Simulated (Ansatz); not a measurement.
Relaxed candidate structures of BaS2:

A. C2/c (No. 15), mS12; a = 9.3557 Å, b = 4.7842 Å, c = 9.0749 Å, α = 90.00°, β = 118.32°, γ = 90.00°; Ba 4e (0.000, 0.143, 0.750); S 8f (0.161, 0.647, 0.021)

B. Pnma (No. 62), oP12; a = 7.0291 Å, b = 6.0949 Å, c = 8.0424 Å, α = β = γ = 90.00°; Ba 4c (0.247, 0.750, 0.055); S 4c (0.106, 0.250, 0.169); S 4c (0.211, 0.750, 0.462)

C. C222₁ (No. 20), oS24; a = 6.166 Å, b = 15.203 Å, c = 7.526 Å, α = β = γ = 90.00°; S 4b (0.000, 0.329, 0.250); S 4a (0.242, 0.000, 0.000); S 8c (0.271, 0.160, 0.008); Ba 8c (0.226, 0.137, 0.431)

Problem. Put the candidates in order of energy per atom, lowest first, for r2SCAN (plane waves to 500 eV, PAW, scalar-relativistic; Ansatz, a program for electronic structure).

Solution. A (reference, the lowest of the structures calculated here), B (+37 meV/atom), C (+357 meV/atom)

Problem. Give each candidate's band gap.

Solution. No candidate is metallic. A: 1.95 eV (no spin-orbit coupling); B: 2.37 eV (no spin-orbit coupling); C: 2.14 eV (no spin-orbit coupling).

 2 generated cells of layers, chains or molecules, poorly bound without dispersion, are left out. Each run could gain symmetry but not lose that of its start, so entries can be saddle points. From databases, or of a type measured for this composition: C2/c, mS12; the others are generated cells (placed on structure types, drawn at random, substituted or restacked) that were not matched to a known phase here. Static energies at zero pressure. Each cell has its own k-point mesh; energy differences are given only to the digits this allows. No spin polarisation in the result. Gaps of cells over 8 atoms come from the SCF mesh and high-symmetry points alone.
